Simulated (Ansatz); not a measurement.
Recipe of this trial structure of SiB4W: random cell by space group and Wyckoff sites (F-43m, No. 216). Its size is a rough estimate.

```
Si B W
1.0
     0.00000    3.18909    3.18909
     3.18909    0.00000    3.18909
     3.18909    3.18909    0.00000
Si B W
1 4 1
Direct
  0.75000 0.75000 0.75000
  0.07796 0.07796 0.07796
  0.07796 0.07796 0.76611
  0.07796 0.76611 0.07796
  0.76611 0.07796 0.07796
  0.25000 0.25000 0.25000
```

These are results of DFT PBE, scalar-relativistic, plane waves, PAW in Ansatz 0.2.0, not measurements. Cutoff 420 eV, Gaussian smearing, Γ-centred meshes. Cell and atoms relax first on a coarse mesh and then on a finer one. In between, the cell is made exact in the group found at 0.06 Å. In metals the finer mesh still leaves noise of several meV/atom or more. The steps can't lower the symmetry of their start. No spin polarisation.

A guess keeps its type if space group and coordination stay and the shape of the cell changes little (axis ratios within about 15 %, angles within 6°); the volume may change.

Q: Does this structure survive the relaxation?

A: It keeps its type. The symmetry stays F-43m (No. 216). The volume per atom grows by 43.3 %, from 10.8 to 15.5 Å³. The shortest distance goes from 1.41 Å (B–B) to 1.72 Å (B–B). Counting neighbours within 15 % of an atom's shortest distance, the start has B 3, Si 12, W 4 and the end B 3, Si 12, W 4.

The last run used a 10×10×10 mesh for its 6-atom cell and Gaussian smearing of 0.10 eV. Spin–orbit coupling, which can matter for W, is left out. A structure relaxed within its symmetry needn't be a true minimum. Another cell of SiB4W relaxed alike, in P6/mmm, lies 0.99 eV/atom lower, so this cell isn't the stable form at this level.
